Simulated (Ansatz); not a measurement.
Ansatz input

```yaml
crystal:
  lattice:
    - [-1.8808997586, 1.8808997586, 1.8808997586]
    - [1.8808997586, -1.8808997586, 1.8808997586]
    - [1.8808997586, 1.8808997586, -1.8808997586]
  atoms:
    - { symbol: Te, position: [0.0, 0.0, 0.0] }
hamiltonian:
  xc: lda
  pseudopotentials:
    kind: paw_fr
    azcp:
      Te: "pseudopotentials/Te.paw.azcp"
basis:
  ecutwfc: 420
  fft_grid_basis: typed
kpoints:
  mp_grid: { grid: [12, 12, 12], shift: [0, 0, 0] }
magnetization:
  noncollinear: true
  spin_orbit: true
scf:
  occupations: { method: fermi_dirac, width: 0.1 }
output:
  write_density: true
  write_potential: true
  elf: true
  volumetric_format: npy
```

Terminal output

```
Warning: the record states the generating functional pbe (its physics header spells it `PBE`), which answers neither for hamiltonian.xc's functional nor for the lda family's — results may be inconsistent (PPs are generated against a specific XC)
Engine: ansatz 0.2.0, x86_64-unknown-linux-gnu
Pseudopotentials: kind: paw_fr
Pseudopotential: Te, paw_fr, valence charge 16, recommended cutoff 420 eV (normal) 
Functional definition: SPW92
  exchange = slater_x
  correlation = pw_c
non-collinear run that drives no moment, with spin-orbit: no starting moment large enough to seed its density (crystal.atoms[].spin), no starting occupations that ask for one, no magnetisation constraint and no magnetic field, so the semilocal B_xc is pinned to zero
Crystal: 1 atoms, lattice volume = 26.617 Å³
Basis set: ecut = 420 eV, 531 PW (Γ)
Bands: 24, of which v1, the nominal top of the filled ones, is band 16 counted from 1 (15 counted from 0)
Symmetry: 48 space group operations + 48 with time reversal
Magnetic group: BNS 229.141 (UNI 1643), of the structure as read, at distance tolerance 3.0e-5 Å
k-points: 72 of 1728
Projection manifold: j_resolved (fully-relativistic pseudo-atomic orbitals)
Non-local potential: Te, projectors of the file, l = 0: 2, l = 1: 4, l = 2: 4, l = 3: 4
PAW form: soft (Blöchl's): semilocal exchange-correlation on the pseudo side does not see the compensation charge
PAW frozen core: Te, regenerated for the run's functional, and the local potential with it (the file was generated under x = pbe(κ = 0.804, μ = 0.2195149727645171), c = pbe(β = 0.06672455060314922))
PAW one-centre angular grid: Te, 590 points (default); XC on 64 Gauss nodes
Initial density: superposition of atomic densities (chi_scale 0.1, normalization cell)
Initial wavefunctions: pseudopotential atomic-orbital guess
Functional: x = slater, c = lda
SCF iter   1: F=—  HF=-6829.622562 eV  |F-HF|=—  |Δ(HF+E_count)|=         —  Δρ=8.20e-3  dr2=1.27e-2  dr2_m=0.00e0 (ungated)  ethr=3.10e-3  |M|=0.00e0 ∫|m|=0.00e0 μB  |m|>n=0.0e0 m-floor=0.0e0 τ_xc=0.0e0  β_m=0.30  ⟨swp⟩=8.2  Hψ=5269  notcnv=0  defer=86
spin=Noncollinear: Kerker preconditioning applied to the charge; magnetization (m_x, m_y, m_z) channels mix plain (no charge-response kernel on spin).
SCF iter   2: F=—  HF=-6829.621043 eV  |F-HF|=—  |Δ(HF+E_count)|=   1.52e-3  Δρ=6.61e-3  dr2=8.81e-3  dr2_m=0.00e0 (ungated)  ethr=7.92e-5  |M|=0.00e0 ∫|m|=0.00e0 μB  |m|>n=0.0e0 m-floor=0.0e0 τ_xc=0.0e0  β_m=0.50  ⟨swp⟩=1.3  Hψ=1192  notcnv=0  defer=130
SCF iter   3: F=—  HF=-6829.619566 eV  |F-HF|=—  |Δ(HF+E_count)|=   1.48e-3  Δρ=1.24e-3  dr2=2.68e-4  dr2_m=0.00e0 (ungated)  ethr=5.51e-5  |M|=0.00e0 ∫|m|=0.00e0 μB  |m|>n=0.0e0 m-floor=0.0e0 τ_xc=0.0e0  β_m=0.56  ⟨swp⟩=2.0  Hψ=1377  notcnv=0  defer=130
SCF iter   4: F=—  HF=-6829.619399 eV  |F-HF|=—  |Δ(HF+E_count)|=   1.67e-4  Δρ=8.27e-4  dr2=1.30e-4  dr2_m=0.00e0 (ungated)  ethr=1.68e-6  |M|=0.00e0 ∫|m|=0.00e0 μB  |m|>n=0.0e0 m-floor=0.0e0 τ_xc=0.0e0  β_m=0.78  ⟨swp⟩=2.0  Hψ=1280  notcnv=0  defer=130
SCF iter   5: F=—  HF=-6829.619237 eV  |F-HF|=—  |Δ(HF+E_count)|=   1.62e-4  Δρ=8.97e-5  dr2=1.26e-6  dr2_m=0.00e0 (ungated)  ethr=8.15e-7  |M|=0.00e0 ∫|m|=0.00e0 μB  |m|>n=0.0e0 m-floor=0.0e0 τ_xc=0.0e0  β_m=0.89  ⟨swp⟩=2.0  Hψ=1367  notcnv=0  defer=130
SCF iter   6: F=—  HF=-6829.619237 eV  |F-HF|=—  |Δ(HF+E_count)|=   3.22e-7  Δρ=3.52e-5  dr2=3.99e-7  dr2_m=0.00e0 (ungated)  ethr=7.85e-9  |M|=0.00e0 ∫|m|=0.00e0 μB  |m|>n=0.0e0 m-floor=0.0e0 τ_xc=0.0e0  β_m=0.95  ⟨swp⟩=3.0  Hψ=1447  notcnv=0  defer=130
SCF iter   7: F=-6829.619237 eV  HF=-6829.619237 eV  |F-HF|=1.25e-7  |Δ(HF+E_count)|=   1.73e-7  Δρ=1.70e-5  dr2=9.91e-8  dr2_m=0.00e0 (ungated)  ethr=6.25e-10  |M|=0.00e0 ∫|m|=0.00e0 μB  |m|>n=0.0e0 m-floor=0.0e0 τ_xc=0.0e0  ⟨swp⟩=6.3  Hψ=4031  notcnv=0
SCF 1 converged in 7 iterations: F = -6829.619237 eV  dr2 = 9.91e-8
SCF converged after 7 iterations
Magnetization: |M| = 0.0000 μB,  M = (+0.0000, +0.0000, +0.0000) μB
Absolute magnetization: 0.0000 μB (∫|m|)
  site 0: m = (+0.0000, +0.0000, +0.0000) μB, |m| = 0.0000 μB  (R = 1.34 Å)
Free energy (F): -6829.619237 eV
Harris-Foulkes:  -6829.619237 eV  (|F-HF|=1.25e-7)
Internal energy: -6829.599072 eV  (E = F + TS)
E sigma→0 (E₀):  -6829.609154 eV
Entropy (-TS):   -0.020165 eV (-20.165 meV/atom)
Fermi energy:    12.110618 eV
--- Per-component energies (eV) ---
  E_band       = -212.529582
  E_kinetic    = 182.791197
  E_local      = -973.623611  (includes V_loc(G=0)·N_el)
  E_nonlocal   = -304.566264
  E_hartree    = 685.348161
  E_xc         = -124.644955
  E_vxc        = -105.779706  (∫ρ·V_xc dr)
  E_paw        = -4512.487630  (= ΣΔE_a)
  E_vpaw       = -382.030998  (= ΣTr[D̂ρ^β])
  E_aug_tail   = -0.000170  (compensation charges beyond the density's cutoff)
  E_ewald      = -1783.101391
  E_core_change = 0.685591  (= ΣΔE_core)
  E_smearing   = -0.020165  (= −TS)
  E_closure    = -0.000000  (closes the sum)
  Σ components = -6829.619237   (vs F -6829.619237, Δ=0.00e0)
--- Band table (eV; the first three rows and the last of 72) ---
  k-point 0: bands = ["-25.9269", "-25.9269", "-25.9269", "-25.9269", "-24.4666", "-24.4666", "-24.4450", "-24.4450", "-24.4450", "-24.4450", "-2.3578", "-2.3578", "14.3587", "14.3587", "15.8437", "15.8437", "15.8437", "15.8437", "22.5401", "22.5401", "22.5401", "22.5401", "22.6519", "22.6519"]
  k-point 1: bands = ["-25.9267", "-25.9267", "-25.9257", "-25.9257", "-24.4649", "-24.4649", "-24.4455", "-24.4455", "-24.4438", "-24.4438", "-2.2221", "-2.2221", "13.8797", "13.8797", "15.1522", "15.1522", "15.6442", "15.6442", "21.5942", "21.5942", "21.7196", "21.7196", "23.1550", "23.1550"]
  k-point 2: bands = ["-25.9260", "-25.9260", "-25.9222", "-25.9222", "-24.4607", "-24.4607", "-24.4466", "-24.4466", "-24.4400", "-24.4400", "-1.8198", "-1.8198", "12.2454", "12.2454", "14.1554", "14.1554", "15.2678", "15.2678", "20.1910", "20.1910", "20.6643", "20.6643", "23.0255", "23.0255"]
  k-point 71: bands = ["-25.9085", "-25.9085", "-25.9085", "-25.9085", "-24.4425", "-24.4425", "-24.4425", "-24.4425", "-24.4073", "-24.4073", "3.5135", "3.5135", "8.3324", "8.3324", "9.1830", "9.1830", "9.1830", "9.1830", "14.8314", "14.8314", "14.8314", "14.8314", "28.8817", "28.8817"]
```

Command:

```sh
ansatz run input.yaml --threads 2 --pin off --max-ram 5120MiB --backend cpu --events-out ev --progress --plain --runs-dir out
```

On 2 threads of Intel(R) Xeon(R) Platinum 8488C (Sapphire Rapids) (shared host) this took about 4.3 s of wall time and 7 s of CPU time.
